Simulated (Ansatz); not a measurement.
Values for one crystal, relaxed and computed with DFT-PBE+D3(BJ) in the program Ansatz with PAW potentials; other levels are named.

| Item | Result |
|---|---|
| Volume per atom | 17.42 Å³ |
| Band gap | 0.88 eV (indirect) |
| Conduction-band minimum | on the K–Γ line, 48 % of the way from K (6 equivalent valleys) |
| Hole effective mass | 0.55, 0.55, 0.89 mₑ (principal values) |
| Bulk modulus (Birch–Murnaghan fit) | 48.9 GPa |
| Formation energy from the elements (no fitted shifts) | -879 meV/atom |
| Pressure derivative B′ | 11.5 |

Q: Pick the material that matches.
A. BN, P6_3/mmc (B on 2b, N on 2d)
B. WSe2, P6_3/mmc (W on 2c, Se on 4f)
C. WS2, P6_3/mmc (W on 2c, S on 4f)
D. MoSe2, P6_3/mmc (Mo on 2c, Se on 4f)

A: C, WS2, P6_3/mmc (W on 2c, S on 4f)

The cell was relaxed with PBE+D3(BJ) under the symmetry of its start. The run is not spin-polarised. The references are the lowest solids computed at this level, not always the standard phases. Spin–orbit coupling is left out wherever it is not named.

Potentials: the earlier of the program's two PAW sets.
